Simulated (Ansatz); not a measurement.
This trial cell of ZrAl3B3N was written down by chemical analogy (R3m, No. 160). Its size is a guess.

```
CELL_PARAMETERS angstrom
3.39500 1.96010 2.77000
-3.39500 1.96010 2.77000
0.00000 -3.92021 2.77000
ATOMIC_POSITIONS crystal
Zr 0.00000 0.00000 0.00000
Al 0.50000 0.50000 0.00000
Al 0.00000 0.50000 0.50000
Al 0.50000 0.00000 0.50000
B 0.75000 0.75000 0.25000
B 0.25000 0.75000 0.75000
B 0.75000 0.25000 0.75000
N 0.25000 0.25000 0.25000
```

The calculation used Ansatz, DFT PBE, scalar-relativistic, plane waves, PAW. Cutoff 420 eV, Gaussian smearing, Γ-centred meshes. Cell and atoms relax first on a coarse mesh, the cell is then made exact in the group found at 0.06 to 0.08 Å, and last on a converged mesh; the steps can't lower the symmetry of their start. No spin polarisation.

A guess keeps its type if space group and coordination stay and the shape of the cell changes little (axis ratios within about 15 %, angles within 6°); the volume may change.

Task: Does this structure survive the relaxation?

Result: It doesn't keep its type. The symmetry stays R3m (No. 160). The volume per atom shrinks by 7.0 %, from 13.8 to 12.9 Å³. The shortest distance goes from 2.08 Å (Al–B, Al–N and Zr–B) to 1.80 Å (B–B). The ratio c/a of the conventional cell changes by a factor of 0.90. Counting neighbours within 15 % of an atom's shortest distance, the start has Al 4, B 4, N 4, Zr 4 and the end Al 4, B 2, N 3, Zr 4. In detail, at the end Zr has 1 N at 2.24 Å, 3 B at 2.50 Å, 3 B at 2.93 Å and 3 Al at 2.98 Å; Al is surrounded by 1 N at 1.88 Å, 3 B at 2.10–2.15 Å, 2 Al at 2.77 Å and 1 Zr at 2.98 Å; B has 2 B at 1.80 Å, 3 Al at 2.10–2.15 Å and 1 Zr at 2.50 Å; N is surrounded by 3 Al at 1.88 Å and 1 Zr at 2.24 Å.

```
Zr Al B N
1.0
     3.42706    1.97861    2.52864
    -3.42706    1.97861    2.52864
     0.00000   -3.95722    2.52864
Zr Al B N
1 3 3 1
Direct
  0.91550 0.91550 0.91550
  0.47693 0.47693 0.07305
  0.07305 0.47693 0.47693
  0.47693 0.07305 0.47693
  0.70294 0.70294 0.44069
  0.44069 0.70294 0.70294
  0.70294 0.44069 0.70294
  0.21102 0.21102 0.21102
```

Energies over the elements count from the elements' standard structures at the same level (N₂ as a molecule), with no fitted energy shifts.

Task: At what energy does it end?

Result: −0.11 eV/atom.

The last run used a 6×6×6 mesh for its 8-atom cell and Gaussian smearing of 0.10 eV. A structure relaxed within its symmetry needn't be a true minimum. Another cell of the same search, in R3m, lies 168 meV/atom lower, so this cell isn't the stable form at this level.
